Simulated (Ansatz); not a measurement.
## Step by step: GeCl2, relaxation of cell and atoms

Method: DFT, PBE, PAW with Ansatz's default frozen-core files, scalar-relativistic in Ansatz 0.2.0.

Command: `ansatz run input.yaml --threads 1 --pin off --max-ram 3072MiB --backend cpu --events-out ev --progress --plain --runs-dir out` The run took about 81 s on 1 thread of a shared machine.

```yaml
crystal:
  lattice:
    - [3.1576117098, 0.0, 0.0]
    - [-1.5788058549, 2.734571956, 0.0]
    - [0.0, 0.0, 5.0521787357]
  atoms:
    - { symbol: Ge, position: [0.0, 0.0, 0.0] }
    - { symbol: Cl, position: [0.3333333333, 0.6666666667, 0.25] }
    - { symbol: Cl, position: [0.6666666667, 0.3333333333, 0.75] }
kpoints:
  mp_grid: { grid: [13, 13, 7] }
scf:
  occupations: { method: fermi_dirac, width: 0.08 }
hamiltonian:
  xc: pbe
  pseudopotentials: { kind: paw }
output:
  forces: true
  stress: true
relax:
  f_tol: 0.005
  max_steps: 80
  cell: {}
```

The cell is built from the CdI2 type as a first guess.

The cutoff is 420 eV; energies and pressures of the walk include the program's estimate of the Pulay term.

Each frame lists the cell vectors (Å), then Cartesian positions (Å) and forces (eV/Å). Free energies count from the first step, -6450.8237 eV.

The walk took 21 evaluations in all; steps that aren't listed are left out.

Step 1: E = 0.0 meV, P = 77.25 GPa

```
cell 3.1576 0.0000 0.0000 -1.5788 2.7346 0.0000 0.0000 0.0000 5.0522
Ge    0.0000    0.0000    0.0000     0.000   0.000   0.000
Cl    0.0000    1.8230    1.2630     0.000   0.000   5.560
Cl    1.5788    0.9115    3.7891     0.000   0.000  -5.560
```

Step 2: E = -2812.3 meV, P = 43.46 GPa

```
cell 3.3112 0.0000 0.0000 -1.6556 2.8676 0.0000 0.0000 0.0000 5.2174
Ge    0.0000    0.0000    0.0000     0.000   0.000   0.000
Cl    0.0000    1.9117    1.3788     0.000   0.000   2.889
Cl    1.6556    0.9559    3.8386     0.000   0.000  -2.889
```

Step 3: E = -4316.6 meV, P = 21.52 GPa

```
cell 3.4399 0.0000 0.0000 -1.7199 2.9790 0.0000 0.0000 0.0000 5.4631
Ge    0.0000    0.0000    0.0000     0.000   0.000   0.000
Cl    0.0000    1.9860    1.5083     0.000   0.000   0.986
Cl    1.7199    0.9930    3.9548     0.000   0.000  -0.986
```

Step 4: E = -4987.8 meV, P = 9.02 GPa

```
cell 3.5934 0.0000 0.0000 -1.7967 3.1120 0.0000 0.0000 0.0000 5.6977
Ge    0.0000    0.0000    0.0000     0.000   0.000   0.000
Cl    0.0000    2.0747    1.5398     0.000   0.000   0.349
Cl    1.7967    1.0373    4.1579     0.000   0.000  -0.349
```

Step 5: E = -5203.2 meV, P = 1.91 GPa

```
cell 3.7473 0.0000 0.0000 -1.8736 3.2453 0.0000 0.0000 0.0000 5.8073
Ge    0.0000    0.0000    0.0000     0.000   0.000   0.000
Cl    0.0000    2.1635    1.5175     0.000   0.000   0.099
Cl    1.8736    1.0818    4.2898     0.000   0.000  -0.099
```

Step 6: E = -5214.0 meV, P = -0.02 GPa

```
cell 3.7905 0.0000 0.0000 -1.8952 3.2826 0.0000 0.0000 0.0000 5.8297
Ge    0.0000    0.0000    0.0000     0.000   0.000   0.000
Cl    0.0000    2.1884    1.5164     0.000   0.000  -0.004
Cl    1.8952    1.0942    4.3133     0.000   0.000   0.004
```

Step 7: E = -5214.0 meV, P = 0.02 GPa

```
cell 3.7881 0.0000 0.0000 -1.8940 3.2806 0.0000 0.0000 0.0000 5.8401
Ge    0.0000    0.0000    0.0000     0.000   0.000   0.000
Cl    0.0000    2.1871    1.5163     0.000   0.000   0.008
Cl    1.8940    1.0935    4.3237     0.000   0.000  -0.008
```

Step 8: E = -5214.1 meV, P = -0.03 GPa

```
cell 3.7864 0.0000 0.0000 -1.8932 3.2791 0.0000 0.0000 0.0000 5.8464
Ge    0.0000    0.0000    0.0000     0.000   0.000   0.000
Cl    0.0000    2.1861    1.5197     0.000   0.000  -0.006
Cl    1.8932    1.0930    4.3267     0.000   0.000   0.006
```

Step 9: E = -5214.1 meV, P = 0.00 GPa

```
cell 3.7866 0.0000 0.0000 -1.8933 3.2793 0.0000 0.0000 0.0000 5.8450
Ge    0.0000    0.0000    0.0000     0.000   0.000   0.000
Cl    0.0000    2.1862    1.5186     0.000   0.000   0.000
Cl    1.8933    1.0931    4.3264     0.000   0.000   0.000
```

Step 10: E = -5363.4 meV, P = 3.17 GPa (the cell of the step before, solved again on a basis chosen afresh, hence the jump)

```
cell 3.7866 0.0000 0.0000 -1.8933 3.2793 0.0000 0.0000 0.0000 5.8450
Ge    0.0000    0.0000    0.0000     0.000   0.000   0.000
Cl    0.0000    2.1862    1.5186     0.000   0.000  -0.001
Cl    1.8933    1.0931    4.3264     0.000   0.000   0.001
```

Step 11: E = -5430.6 meV, P = 1.52 GPa

```
cell 3.8689 0.0000 0.0000 -1.9345 3.3506 0.0000 0.0000 0.0000 5.9579
Ge    0.0000    0.0000    0.0000     0.000   0.000   0.000
Cl    0.0000    2.2337    1.4893     0.000   0.000  -0.005
Cl    1.9345    1.1169    4.4687     0.000   0.000   0.005
```

Step 12: E = -5459.3 meV, P = 0.29 GPa

```
cell 3.9445 0.0000 0.0000 -1.9722 3.4160 0.0000 0.0000 0.0000 6.1146
Ge    0.0000    0.0000    0.0000     0.000   0.000   0.000
Cl    0.0000    2.2774    1.4612     0.000   0.000  -0.015
Cl    1.9722    1.1387    4.6534     0.000   0.000   0.015
```

Step 13: E = -5465.0 meV, P = 0.14 GPa

```
cell 3.9482 0.0000 0.0000 -1.9741 3.4192 0.0000 0.0000 0.0000 6.2648
Ge    0.0000    0.0000    0.0000     0.000   0.000   0.000
Cl    0.0000    2.2795    1.4603     0.000   0.000  -0.001
Cl    1.9741    1.1397    4.8045     0.000   0.000   0.001
```

Step 14: E = -5467.3 meV, P = -0.12 GPa

```
cell 3.9446 0.0000 0.0000 -1.9723 3.4162 0.0000 0.0000 0.0000 6.4647
Ge    0.0000    0.0000    0.0000     0.000   0.000   0.000
Cl    0.0000    2.2774    1.4709     0.000   0.000  -0.028
Cl    1.9723    1.1387    4.9938     0.000   0.000   0.028
```

Step 15: E = -5467.5 meV, P = 0.01 GPa

```
cell 3.9433 0.0000 0.0000 -1.9716 3.4150 0.0000 0.0000 0.0000 6.4780
Ge    0.0000    0.0000    0.0000     0.000   0.000   0.000
Cl    0.0000    2.2766    1.4657     0.000   0.000   0.001
Cl    1.9716    1.1383    5.0123     0.000   0.000  -0.001
```

Step 16: E = -5471.0 meV, P = 0.08 GPa (the cell of the step before, solved again on a basis chosen afresh, hence the jump)

Step 17: E = -5472.0 meV, P = 0.06 GPa

```
cell 3.9415 0.0000 0.0000 -1.9708 3.4135 0.0000 0.0000 0.0000 6.5830
Ge    0.0000    0.0000    0.0000     0.000   0.000   0.000
Cl    0.0000    2.2756    1.4676     0.000   0.000   0.002
Cl    1.9708    1.1378    5.1154     0.000   0.000  -0.002
```

Step 18: E = -5472.6 meV, P = 0.03 GPa

```
cell 3.9403 0.0000 0.0000 -1.9702 3.4124 0.0000 0.0000 0.0000 6.7250
Ge    0.0000    0.0000    0.0000     0.000   0.000   0.000
Cl    0.0000    2.2749    1.4690     0.000   0.000   0.003
Cl    1.9702    1.1375    5.2560     0.000   0.000  -0.003
```

Step 19: E = -5472.6 meV, P = 0.01 GPa

```
cell 3.9407 0.0000 0.0000 -1.9703 3.4127 0.0000 0.0000 0.0000 6.7775
Ge    0.0000    0.0000    0.0000     0.000   0.000   0.000
Cl    0.0000    2.2752    1.4696     0.000   0.000   0.001
Cl    1.9703    1.1376    5.3080     0.000   0.000  -0.001
```

Problem. How does the relaxation end?

Solution. It converges, with a = 3.941 Å, b = 3.941 Å, c = 6.791 Å, α = 90.00°, β = 90.00°, γ = 120.00° (conventional cell, space group P-3m1). The last solve (on a basis chosen afresh for the final cell, so its energy is not quite comparable) gives E = -5472.8 meV, P = 0.00 GPa:
```
cell 3.9411 0.0000 0.0000 -1.9705 3.4131 0.0000 0.0000 0.0000 6.7913
Ge    0.0000    0.0000    0.0000     0.000   0.000   0.000
Cl    0.0000    2.2754    1.4696     0.000   0.000   0.000
Cl    1.9705    1.1377    5.3218     0.000   0.000   0.000
```
